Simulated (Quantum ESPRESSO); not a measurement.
```cif
data_Mg4Te4
_chemical_formula_sum 'Mg4 Te4'
_space_group_name_H-M_alt 'F-43m'
_space_group_IT_number 216
_space_group_name_Hall 'F -4 2 3'
_cell_length_a 6.43858
_cell_length_b 6.43858
_cell_length_c 6.43858
_cell_angle_alpha 90.000
_cell_angle_beta 90.000
_cell_angle_gamma 90.000
loop_
_atom_site_label
_atom_site_type_symbol
_atom_site_symmetry_multiplicity
_atom_site_Wyckoff_symbol
_atom_site_fract_x
_atom_site_fract_y
_atom_site_fract_z
_atom_site_occupancy
Mg1 Mg 4 a 0.00000 0.00000 0.00000 1
Te1 Te 4 d 0.75000 0.75000 0.75000 1
```
(The calculation used a cell of 2 atoms; values per cell refer to that cell.)

Cell and atoms were relaxed with PBEsol from Materials Project entry mp-13033, within its symmetry.

### Question
What does norm-conserving PBEsol (Quantum ESPRESSO, 84 Ry, without SOC) give for the electronic structure near the Fermi level?

### Answer
The PBEsol gap is direct, 2.34 eV at Γ. Spin-orbit coupling is left out, which matters for elements this heavy: edges can move by tenths of an eV.

This is not the ordinary phase of the substance; no match was found in the copy of COD used, and its stability was not checked.
